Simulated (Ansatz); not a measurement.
## Band structure of Ru

```
Ru
1.0
     2.72262    0.00000    0.00000
    -1.36131    2.35786    0.00000
     0.00000    0.00000    4.28850
Ru
2
Direct
  0.33333 0.66667 0.25000
  0.66667 0.33333 0.75000
```

Atoms are numbered in the order listed.

Conventional cell: a = 2.723 Å, b = 2.723 Å, c = 4.288 Å, α = 90.00°, β = 90.00°, γ = 120.00°. Ru (atom 1) has 12 Ru at 2.66 to 2.72 Å as nearest neighbours.

The cell was built from the hcp type and relaxed in the same program, and has space group P6_3/mmc; it needn't be a known or the stable phase.

All numbers below come from DFT, PBE, all-electron LAPW, Dirac equation with spin-orbit coupling in Ansatz 0.2.0.

The runs use a Γ-centred 16×16×9 k mesh, Fermi–Dirac smearing of 0.05 eV, basis error target 0.5 meV/atom, no spin polarisation.

Points in fractions of the reciprocal vectors of this cell: Γ (0, 0, 0), M (0.5, 0, 0), K (0.333, 0.333, 0), A (0, 0, 0.5), L (0.5, 0, 0.5), H (0.333, 0.333, 0.5). The path joins them by straight lines in the order Γ–M–K–Γ–A–L–H–A–L; legs that retrace an earlier one aren't tabulated. Energies are in eV from the Fermi level.

Task: List the levels at M between -5 and 5 eV.

Result: -3.02 (×2), -2.03 (×2), -1.82 (×2), -1.48 (×2), 1.35 (×2), 1.71 (×2), 1.93 (×2), 3.96 (×2).

Task: List the levels at H between -5 and 5 eV.

Result: -4.67 (×2), -4.60 (×2), -4.07 (×2), -4.06 (×2), -2.74 (×2), -2.66 (×2), -1.28 (×2), -1.06 (×2), 1.15 (×2), 1.20 (×2).

Task: List the levels at L between -5 and 5 eV.

Result: -4.45 (×4), -1.08 (×4), 0.41 (×4), 1.61 (×4), 3.31 (×4).

Task: What is the band gap?

Result: none: bands cross the Fermi level, a metal.
